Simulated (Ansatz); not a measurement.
**Map of one atom of the cell for Sc (hcp, Mg type)**

Relaxed Sc (hcp, Mg type):

```xyz
2
Lattice="3.3195 0.0000 0.0000 -1.6597 2.8748 0.0000 0.0000 0.0000 5.1664" Properties=species:S:1:pos:R:3 pbc="T T T"
Sc     0.0000     1.9165     3.8748
Sc     1.6597     0.9583     1.2916
```

In this cell atom 1 (Sc, nearest neighbour Sc at 3.217 Å; its periodic images, 3.3 Å or more away, move with it) is moved by u·(0.707, 0.707, 0.000) + v·(0.000, 0.000, 1.000); the rest is frozen.

Calculation: PBE (plane waves to 420 eV, PAW, scalar-relativistic; Ansatz, a quantum-chemistry and plane-wave program). k mesh 13×13×7 (Γ-centred), Fermi-Dirac smearing 0.05 eV. The energy includes the smearing's −TS. With partly filled bands, energies and forces of such displacements shift with the k mesh and the smearing. Fu and Fv are the components of the force on the atom. Sc is run without spin polarisation. Sc was relaxed with its symmetry unable to fall. The PAW data are Ansatz's earlier set. ΔE is measured from the undisplaced structure. Axes are in Å.

ΔE (meV/cell), with u across and v down:

```
v \ u   -0.480  -0.320  -0.160  0.000  0.160  0.320  0.480
------  ------  ------  ------  -----  -----  -----  -----
-0.480     670     585     534    517    533    579    642
-0.320     396     302     243    223    242    294    368
-0.160     231     134      74     54     73    124    201
0.000      175      78      19      0     18     69    145
0.160      231     134      74     54     73    124    201
0.320      396     302     243    223    242    294    368
0.480      670     585     534    517    533    579    642
```

Fu (eV/Å), with u across and v down:

| v \ u | -0.480 | -0.320 | -0.160 | 0.000 | 0.160 | 0.320 | 0.480 |
|---|---|---|---|---|---|---|---|
| -0.480 | 0.64 | 0.43 | 0.22 | 0.00 | -0.20 | -0.35 | -0.42 |
| -0.320 | 0.68 | 0.49 | 0.24 | 0.00 | -0.23 | -0.41 | -0.50 |
| -0.160 | 0.71 | 0.50 | 0.25 | 0.00 | -0.23 | -0.41 | -0.53 |
| 0.000 | 0.71 | 0.50 | 0.24 | 0.00 | -0.22 | -0.41 | -0.53 |
| 0.160 | 0.71 | 0.50 | 0.25 | 0.00 | -0.23 | -0.41 | -0.53 |
| 0.320 | 0.68 | 0.49 | 0.24 | 0.00 | -0.23 | -0.41 | -0.50 |
| 0.480 | 0.64 | 0.43 | 0.22 | 0.00 | -0.20 | -0.35 | -0.42 |

What the scan shows:

- Principal force constants in the plane (five-point differences of the forces) = 1.5 and 4.2 eV/Å²
- Softest direction at the centre = along u
- Centre of the map = a minimum
- Lowest place on the grid = u = 0.000 Å, v = 0.000 Å (0 meV/cell)
- Highest place on the grid, met at several equal points = u = -0.480 Å, v = -0.480 Å; u = -0.480 Å, v = 0.480 Å (670 meV/cell)

(A displaced cell: forces are minus the slopes of the energy, force constants its curvatures, and phonons follow from these.)
